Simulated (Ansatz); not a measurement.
AgI:
```
CELL_PARAMETERS angstrom
      4.68528     0.00000     0.00000
     -2.34264     4.05757     0.00000
      0.00000     0.00000     7.66208
ATOMIC_POSITIONS crystal
  I  0.33333 0.66667 0.00245
  I  0.66667 0.33333 0.50245
  Ag 0.33333 0.66667 0.62755
  Ag 0.66667 0.33333 0.12755
```

Cartesian axes are those of the cell as given.

**Question.** Give the proper piezoelectric stress tensor with relaxed ions from DFT-PBE in the program Ansatz with PAW potentials.

**Answer.** In C/m², rows x, y, z, Voigt columns; mesh uncertainty up to 0.00.
```
 0.00   0.00   0.00   0.00  -0.07   0.00
 0.00   0.00   0.00  -0.07   0.00   0.00
-0.10  -0.10   0.16   0.00   0.00   0.00
```

The elastic tensor of the same run (GPa):

```
34.3  22.9  20.0   0.0   0.0   0.0
22.9  34.3  20.0   0.0   0.0   0.0
20.0  20.0  39.0   0.0   0.0   0.0
 0.0   0.0   0.0   5.2   0.0   0.0
 0.0   0.0   0.0   0.0   5.2   0.0
 0.0   0.0   0.0   0.0   0.0   5.7
```

**Question.** Convert to strain constants d = e·S.

**Answer.** In pC/N:
```
  0.0    0.0    0.0    0.0  -14.0    0.0
  0.0    0.0    0.0  -14.0    0.0    0.0
 -4.9   -4.9    9.2    0.0    0.0    0.0
```

Space group P6_3mc (wurtzite). The cell was relaxed with PBE under the symmetry of its start; phonons on a q-mesh show no instability. The run is not spin-polarised. Spin–orbit coupling is left out wherever it is not named.

Potentials: the later of the program's two PAW sets.
